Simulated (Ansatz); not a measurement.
**GdCu3 in the AuCu3-type structure**

Computed with Ansatz (plane waves, PAW, 420 eV cutoff): PBEsol, scalar-relativistic, collinear spin, Γ-centred 8×8×8 mesh, 0.05 eV Gaussian smearing; PAW files: Ansatz's generated set soft_2.

```xyz
4
Lattice="4.0361 0.0000 0.0000 0.0000 4.0361 0.0000 0.0000 0.0000 4.0361" Properties=species:S:1:pos:R:3 pbc="T T T"
Gd    0.0000    0.0000    0.0000
Cu    0.0000    2.0181    2.0181
Cu    2.0181    2.0181    0.0000
Cu    2.0181    0.0000    2.0181
```

The cell came from substitution into a structure type; whether the compound takes it is for experiment to say.

Magnetic state: ferromagnetic, site spin moments Gd 6.99; Cu 0.06 μB.

The cell above was scaled in volume, its shape and atoms being fixed by the lattice's symmetry. Energies are counted from the cell above.

```
V (Å³/atom)  ΔE (meV/atom)  P from the stress (GPa)
     15.780           7.95                     4.01
     16.108           1.92                     1.90
     16.437           0.00                     0.00
     16.766           1.78                    -1.70
     17.095           6.84                    -3.22
```

Task: Do the energies and the pressures agree? Compare −ΔE/ΔV between neighbouring points (1 meV/Å³ = 0.1602 GPa) with the mean of their pressures.

Result: 
```csv
interval (Å³/atom),−ΔE/ΔV (GPa),mean P (GPa)
15.78 to 16.11,2.9,3.0
16.11 to 16.44,0.9,0.9
16.44 to 16.77,-0.9,-0.8
16.77 to 17.09,-2.5,-2.5
```
They differ by 0.02 GPa at most.

Task: What do the two routes give for V0, B0 and B0′?

Result: A third-order Birch–Murnaghan fit of the energies: V0 = 16.44 Å³/atom, B0 = 90 GPa, B0′ = 4.6. A polynomial of P in ln V, with B = −dP/d ln V at P = 0: V0 = 16.44 Å³/atom, B0 = 90 GPa, B0′ = 4.6.

B0·V0 = 89.7 GPa × 16.44 Å³ = 9.21 eV/atom sets the scale: near the minimum ΔE ≈ ½ B0 V0 x², with x = V/V0 − 1, and a pressure of 0.9 GPa squeezes the volume by about 1 %. At the ends of the curve: x = −4.0 % predicts 7.4 meV/atom and the run gives 8.0; x = +4.0 % predicts 7.4 meV/atom and the run gives 6.8. The lopsidedness is anharmonic: atoms resist being pushed together more than being pulled apart.

Without a U the 4f levels of Gd lie too near the Fermi level, so their share of the states there, and what hangs on it, is overstated. For elements this heavy, spin–orbit coupling would shift levels and gaps; it isn't included here. Site moments are of spin, integrated over atomic spheres. No antiparallel order was tried. The run is a metal.
